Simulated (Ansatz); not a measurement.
An Ansatz (a first-principles code) run. Input:

Ansatz 0.2 input:
```yaml
crystal:
  lattice:
    - [0.0, 2.4820716701, 2.4820716701]
    - [2.4820716701, 0.0, 2.4820716701]
    - [2.4820716701, 2.4820716701, 0.0]
  atoms:
    - { symbol: Li, position: [0.0, 0.0, 0.0] }
    - { symbol: Cl, position: [0.5, 0.5, 0.5] }
kpoints:
  mp_grid: { grid: [10, 10, 10] }
hamiltonian:
  xc: lda
  pseudopotentials: { kind: paw }
scf:
  occupations: { method: fixed }
elastic: { mode: relaxed_ion, stencil: two_point, amplitude: 0.005, f_tol: 0.0005 }
```

Output (shortened):

```
Pseudopotential: Li, paw, valence charge 3
Pseudopotential: Cl, paw, valence charge 7
Functional definition: SPW92
Crystal: 2 atoms, lattice volume = 30.582 Å³
Basis set: ecut = 420 eV, 609 PW (Γ)
Bands: 9, of which v1, the nominal top of the filled ones, is band 5 counted from 1 (4 counted from 0)
Symmetry: 48 space group operations
Space group: Fm-3m (ITA 225), of the structure as read, at distance tolerance 3.1e-5 Å
k-points: 47 of 1000
SCF iter   1: F=—  HF=-1249.484359 eV  |F-HF|=—  |Δ(HF+E_count)|=         —  Δρ=7.21e-3  dr2=1.15e-2  ethr=1.77e-3  ⟨swp⟩=4.6  Hψ=2526  notcnv=0  defer=80
preconditioner: auto → none
SCF iter   2: F=—  HF=-1249.477481 eV  |F-HF|=—  |Δ(HF+E_count)|=   6.88e-3  Δρ=3.15e-3  dr2=1.26e-3  ethr=1.15e-4  ⟨swp⟩=3.0  Hψ=1121  notcnv=0  defer=89
SCF iter   3: F=—  HF=-1249.476464 eV  |F-HF|=—  |Δ(HF+E_count)|=   1.02e-3  Δρ=6.02e-4  dr2=1.27e-4  ethr=1.26e-5  ⟨swp⟩=2.0  Hψ=754  notcnv=0  defer=89
SCF iter   4: F=—  HF=-1249.476420 eV  |F-HF|=—  |Δ(HF+E_count)|=   4.42e-5  Δρ=9.58e-5  dr2=1.29e-6  ethr=1.27e-6  ⟨swp⟩=2.7  Hψ=632  notcnv=0  defer=4
SCF iter   5: F=—  HF=-1249.476415 eV  |F-HF|=—  |Δ(HF+E_count)|=   4.75e-6  Δρ=4.67e-6  dr2=3.15e-9  ethr=1.29e-8  ⟨swp⟩=2.4  Hψ=654  notcnv=0
SCF iter   6: F=—  HF=-1249.476415 eV  |F-HF|=—  |Δ(HF+E_count)|=  3.63e-10  Δρ=5.37e-7  dr2=2.41e-11  ethr=3.15e-11  ⟨swp⟩=2.1  Hψ=651  notcnv=0
SCF iter   7: F=-1249.476415 eV  HF=-1249.476415 eV  |F-HF|=9.09e-13  |Δ(HF+E_count)|=  4.09e-12  Δρ=6.69e-9  dr2=4.52e-15  ethr=1.00e-12  ⟨swp⟩=5.1  Hψ=2280  notcnv=0
SCF 1 converged in 7 iterations: F = -1249.476415 eV  dr2 = 4.52e-15
Crystal: 2 atoms, lattice volume = 30.430 Å³
Symmetry: 16 space group operations
k-points: 102 of 1000
iter 1 solved again at ethr=9.74e-8 eV; its pass at ethr=3.10e-3 eV (dr2=9.74e-6 eV) is discarded
SCF iter   1: F=—  HF=-1249.476229 eV  |F-HF|=—  |Δ(HF+E_count)|=         —  Δρ=2.54e-4  dr2=2.08e-5  ethr=9.74e-8  ⟨swp⟩=3.1  Hψ=6822  notcnv=0  defer=201
preconditioner: auto → none
SCF iter   2: F=—  HF=-1249.476223 eV  |F-HF|=—  |Δ(HF+E_count)|=   5.44e-6  Δρ=1.10e-4  dr2=3.85e-6  ethr=9.74e-8  ⟨swp⟩=2.0  Hψ=1309  notcnv=0  defer=85
SCF iter   3: F=—  HF=-1249.476226 eV  |F-HF|=—  |Δ(HF+E_count)|=   2.47e-6  Δρ=1.17e-5  dr2=2.46e-8  ethr=2.77e-8  ⟨swp⟩=2.5  Hψ=1331  notcnv=0  defer=4
SCF iter   4: F=—  HF=-1249.476224 eV  |F-HF|=—  |Δ(HF+E_count)|=   1.65e-6  Δρ=3.72e-6  dr2=5.31e-9  ethr=1.77e-10  ⟨swp⟩=2.0  Hψ=1296  notcnv=0  defer=2
SCF iter   5: F=—  HF=-1249.476224 eV  |F-HF|=—  |Δ(HF+E_count)|=   1.87e-9  Δρ=3.14e-7  dr2=1.24e-11  ethr=3.81e-11  ⟨swp⟩=2.0  Hψ=1288  notcnv=0  defer=2
SCF iter   6: F=—  HF=-1249.476224 eV  |F-HF|=—  |Δ(HF+E_count)|=  5.68e-12  Δρ=5.36e-8  dr2=3.45e-13  ethr=8.88e-14 (applied; sched 1.00e-12)  ⟨swp⟩=2.3  Hψ=1226  notcnv=0  defer=2
SCF iter   7: F=-1249.476224 eV  HF=-1249.476224 eV  |F-HF|=0.00e0  |Δ(HF+E_count)|=    0.00e0  Δρ=9.34e-10  dr2=8.19e-17  ethr=1.00e-12  ⟨swp⟩=4.0  Hψ=2578  notcnv=0
SCF 2 converged in 7 iterations: F = -1249.476224 eV  dr2 = 8.19e-17
Crystal: 2 atoms, lattice volume = 30.735 Å³
iter 1 solved again at ethr=2.66e-10 eV; its pass at ethr=3.10e-3 eV (dr2=2.66e-8 eV) is discarded
SCF iter   1: F=—  HF=-1249.476242 eV  |F-HF|=—  |Δ(HF+E_count)|=         —  Δρ=4.02e-5  dr2=2.66e-8  ethr=2.66e-10  ⟨swp⟩=2.1  Hψ=6356  notcnv=0  defer=106
preconditioner: auto → none
SCF iter   2: F=—  HF=-1249.476242 eV  |F-HF|=—  |Δ(HF+E_count)|=   3.87e-7  Δρ=1.99e-5  dr2=4.41e-9  ethr=2.66e-10  ⟨swp⟩=1.8  Hψ=1253  notcnv=0  defer=106
SCF iter   3: F=—  HF=-1249.476242 eV  |F-HF|=—  |Δ(HF+E_count)|=   1.26e-7  Δρ=3.58e-6  dr2=2.90e-10  ethr=4.41e-11  ⟨swp⟩=2.0  Hψ=1298  notcnv=0  defer=106
SCF iter   4: F=—  HF=-1249.476242 eV  |F-HF|=—  |Δ(HF+E_count)|=   3.91e-9  Δρ=6.71e-7  dr2=6.13e-12  ethr=2.90e-12  ⟨swp⟩=2.3  Hψ=1235  notcnv=0  defer=106
SCF iter   5: F=-1249.476242 eV  HF=-1249.476242 eV  |F-HF|=0.00e0  |Δ(HF+E_count)|=  1.43e-10  Δρ=1.02e-8  dr2=3.91e-15  ethr=1.00e-12  ⟨swp⟩=3.6  Hψ=3472  notcnv=0
SCF 3 converged in 5 iterations: F = -1249.476242 eV  dr2 = 3.91e-15
Crystal: 2 atoms, lattice volume = 30.582 Å³
Symmetry: 8 space group operations
k-points: 171 of 1000
iter 1 solved again at ethr=5.39e-8 eV; its pass at ethr=3.10e-3 eV (dr2=5.39e-6 eV) is discarded
SCF iter   1: F=—  HF=-1249.476346 eV  |F-HF|=—  |Δ(HF+E_count)|=         —  Δρ=9.76e-5  dr2=7.10e-7  ethr=5.39e-8  ⟨swp⟩=3.0  Hψ=11487  notcnv=0  defer=340
preconditioner: auto → none
SCF iter   2: F=—  HF=-1249.476348 eV  |F-HF|=—  |Δ(HF+E_count)|=   1.87e-6  Δρ=4.87e-5  dr2=1.74e-7  ethr=7.10e-9  ⟨swp⟩=1.0  Hψ=1539  notcnv=0  defer=142
SCF iter   3: F=—  HF=-1249.476348 eV  |F-HF|=—  |Δ(HF+E_count)|=   2.03e-7  Δρ=1.50e-6  dr2=2.75e-10  ethr=1.74e-9  ⟨swp⟩=2.0  Hψ=2336  notcnv=0  defer=142
SCF iter   4: F=—  HF=-1249.476348 eV  |F-HF|=—  |Δ(HF+E_count)|=  1.42e-10  Δρ=5.51e-8  dr2=6.40e-13  ethr=2.75e-12  ⟨swp⟩=2.6  Hψ=2423  notcnv=0  defer=142
SCF iter   5: F=-1249.476348 eV  HF=-1249.476348 eV  |F-HF|=0.00e0  |Δ(HF+E_count)|=  1.82e-12  Δρ=1.23e-8  dr2=5.09e-14  ethr=1.00e-12  ⟨swp⟩=4.1  Hψ=4634  notcnv=0
SCF 4 converged in 5 iterations: F = -1249.476348 eV  dr2 = 5.09e-14
Crystal: 2 atoms, lattice volume = 30.582 Å³
iter 1 solved again at ethr=2.99e-11 eV; its pass at ethr=3.10e-3 eV (dr2=2.99e-9 eV) is discarded
SCF iter   1: F=—  HF=-1249.476348 eV  |F-HF|=—  |Δ(HF+E_count)|=         —  Δρ=2.12e-5  dr2=3.05e-9  ethr=2.99e-11  ⟨swp⟩=2.1  Hψ=10650  notcnv=0  defer=176
preconditioner: auto → none
SCF iter   2: F=—  HF=-1249.476348 eV  |F-HF|=—  |Δ(HF+E_count)|=   1.10e-7  Δρ=1.06e-5  dr2=7.40e-10  ethr=2.99e-11  ⟨swp⟩=1.0  Hψ=1539  notcnv=0  defer=176
SCF iter   3: F=—  HF=-1249.476348 eV  |F-HF|=—  |Δ(HF+E_count)|=   3.66e-8  Δρ=3.99e-7  dr2=3.55e-11  ethr=7.40e-12  ⟨swp⟩=1.0  Hψ=1539  notcnv=0  defer=176
SCF iter   4: F=-1249.476348 eV  HF=-1249.476348 eV  |F-HF|=2.27e-13  |Δ(HF+E_count)|=  8.64e-12  Δρ=9.16e-9  dr2=8.29e-15  ethr=1.00e-12  ⟨swp⟩=3.6  Hψ=6067  notcnv=0
SCF 5 converged in 4 iterations: F = -1249.476348 eV  dr2 = 8.29e-15
SCF converged after 7 iterations
Free energy (F): -1249.476415 eV
Harris-Foulkes:  -1249.476415 eV  (|F-HF|=9.09e-13)
Internal energy: -1249.476415 eV  (E = F + TS)
E sigma→0 (E₀):  -1249.476415 eV
Fermi energy:    2.399997 eV
--- Per-component energies (eV) ---
  E_band       = -95.811200
  E_kinetic    = 184.436653
  E_local      = -304.725623  (includes V_loc(G=0)·N_el)
  E_nonlocal   = -2.702399
  E_hartree    = 86.788959
  E_xc         = -117.522419
  E_vxc        = -136.594697  (∫ρ·V_xc dr)
  E_paw        = -643.876606  (= ΣΔE_a)
  E_vpaw       = -9.803168  (= ΣTr[D̂ρ^β])
  E_aug_tail   = 0.000115  (compensation charges beyond the density's cutoff)
  E_ewald      = -452.065588
  E_core_change = 0.190492  (= ΣΔE_core)
  E_smearing   =  0.000000  (= −TS)
  E_closure    = 0.000000  (closes the sum)
  Σ components = -1249.476415   (vs F -1249.476415, Δ=0.00e0)
  [band-id]    e_kinetic+e_local+e_nonlocal+2·e_hartree+e_vxc+e_vpaw+e_augmentation_tail = -95.811200   (vs E_band -95.811200, Δ=2.14e-7)
--- Forces (eV/Å), atoms counted from 1 ---
  atom   1  Li     0.00000000     0.00000000     0.00000000
  atom   2  Cl     0.00000000     0.00000000     0.00000000
  max |Σ_I F_I| component: 0.0 eV/Å
--- Stress (GPa, compression-positive) ---
        0.005710       0.000000       0.000000
        0.000000       0.005710       0.000000
        0.000000       0.000000       0.005710
  P = ⅓ Tr σ = 0.0057 GPa (0.057 kbar)
--- Band table (eV; the first three rows and the last of 47) ---
  k-point 0: bands = ["-39.9119", "-11.3315", "2.3958", "2.3958", "2.3958", "8.9922", "14.0303", "14.0303", "14.0303"]
  k-point 1: bands = ["-39.9114", "-11.2706", "1.9799", "2.3631", "2.3631", "9.3194", "13.4824", "14.0671", "14.0671"]
  k-point 2: bands = ["-39.9100", "-11.1038", "1.0448", "2.2815", "2.2815", "9.6936", "13.1851", "13.3297", "13.3297"]
  k-point 46: bands = ["-39.9048", "-10.2830", "-0.4831", "0.1536", "1.1232", "11.4651", "12.0347", "13.1126", "13.5802"]
--- Elastic constants: 2 strain directions × 2 members + reference (group order 48) ---
  dense FFT box of the reference and of every strained cell: 24×24×24
  strains applied: 11, 23; error gains: componentwise 1.00 (the most a stress slope's error grows in a printed constant), spectral 1.73 (1 for all six strains …
  C = ∂σ_k/∂η_j (tension-positive GPa; Voigt order 11 22 33 23 13 12):
        76.311     23.208     23.208      0.000      0.000      0.000
        23.208     76.311     23.208      0.000      0.000      0.000
        23.208     23.208     76.311      0.000      0.000      0.000
         0.000      0.000      0.000     28.214      0.000      0.000
         0.000      0.000      0.000      0.000     28.214      0.000
         0.000      0.000      0.000      0.000      0.000     28.214
  reference stress σ⁰ (GPa):     -0.006     -0.006     -0.006      0.000      0.000      0.000
  C* (energy form; C + prestress term) asymmetry max|C*_kj − C*_jk| = 1.066e-14 GPa — a small one proves nothing (zero by symmetry where the batch's group is …
  moduli (Voigt/Reuss/Hill, GPa): K = 40.91/40.91/40.91   G = 27.55/27.52/27.54   E = 67.47   ν = 0.225
  mechanically stable: yes (min eigenvalue of sym C = 28.21 GPa)
  where every solve meets its electron count the energy-path curvature estimates C_jj along a normal strain and C_jj − ¼(σ⁰_aa + σ⁰_bb) along a shear (ab), of …
  strain η (Voigt 11):  stress-route row diagonal C_11 = 76.31 GPa, energy-path curvature d²(F+E_count+ΔE)/dδ²/Ω₀ = 76.30 GPa
         δ    σ_11 (GPa)             F (eV)   n_scf  n_hpsi   n_pw
    -5.000e-3      -0.3989       -1249.4762242       7   17078    609   relax 0 steps, max|allowed force component| 0.0 eV/Å
     5.000e-3       0.3642       -1249.4762421       5   14840    612   relax 0 steps, max|allowed force component| 0.0 eV/Å
  strain η (Voigt 23):  stress-route row diagonal C_44 = 28.21 GPa, energy-path curvature d²(F+E_count+ΔE)/dδ²/Ω₀ = 28.22 GPa
         δ    σ_23 (GPa)             F (eV)   n_scf  n_hpsi   n_pw
    -5.000e-3      -0.1411       -1249.4763479       5   24475    610   relax 0 steps, max|allowed force component| 0.0 eV/Å
     5.000e-3       0.1411       -1249.4763479       4   21851    610   relax 0 steps, max|allowed force component| 0.0 eV/Å
```

Cost: about 11 core-seconds (a rough figure) on shared cores.

Symmetry was held in the LDA relaxation; phonons on a q-mesh show no instability.

Potentials: the later of the program's two PAW sets.

Ansatz is a plane-wave DFT program.
